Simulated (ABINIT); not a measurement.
ABINIT input for CdF2, PBE with JTH PAW datasets:

```
pp_dirpath "./pseudo"
pseudos "Cd.GGA_PBE-JTH.xml, F.GGA_PBE-JTH.xml"

acell 3*1.0 angstrom
rprim
    0.000000000000     2.700520000000     2.700520000000
    2.700520000000     0.000000000000     2.700520000000
    2.700520000000     2.700520000000     0.000000000000
ntypat 2
znucl 48 9
natom 3
typat 1 2 2
xred
    0.000000000000     0.000000000000     0.000000000000
    0.250000000000     0.250000000000     0.250000000000
    0.750000000000     0.750000000000     0.750000000000
tolsym 1e-5
chksymtnons 0
chkprim 0

ecut 22.5
pawecutdg 45
pawovlp 20
ngkpt 7 7 7
nshiftk 1
shiftk 0 0 0
nband 16
occopt 7
tsmear 0.001
diemac 8
tolvrs 1e-10
nstep 90

nucefg 2
quadmom 0 0
nucfc 1
prtwf 0
prtden 0
prteig 0
prtebands 0
prtgsr 0
```

The cell comes from the Materials Project (a computed structure). It is CdF2 in Fm-3m; whether this form has been observed was not checked. Stability against distortions was not tested.

Each row changes or adds one setting. The quadmom values are sizes without sign and don't touch the SCF cycle. The limit is 90 steps. Cost ratios are rough, from a shared machine.  

Which of these changes costs the most SCF steps: diemac = 2; diemac = 4; diemix = 0.2; diemix = 0.4; diemix = 1.0; iscf = 12; iscf = 13; kptopt = 3; nline = 1; nline = 2?

nline = 1, with 90 steps against 12 and no convergence.

| setting typed | SCF steps | k-points | converged | rough cost ratio |
|---|---|---|---|---|
| as in the input | 12 | 20 | yes | about 1 |
| diemac = 2 | 12 | 20 | yes | about 1 |
| diemac = 4 | 12 | 20 | yes | about 1 |
| diemix = 0.2 | 36 | 20 | yes | 2 |
| diemix = 0.4 | 18 | 20 | yes | about 1 |
| diemix = 1.0 | 12 | 20 | yes | about 1 |
| iscf = 12 | 40 | 20 | yes | 2 |
| iscf = 13 | 21 | 20 | yes | about 1 |
| kptopt = 3 | 12 | 343 | yes | 10 |
| nline = 1 | 90 | 20 | no | 3 |
| nline = 2 | 54 | 20 | yes | about 1 |
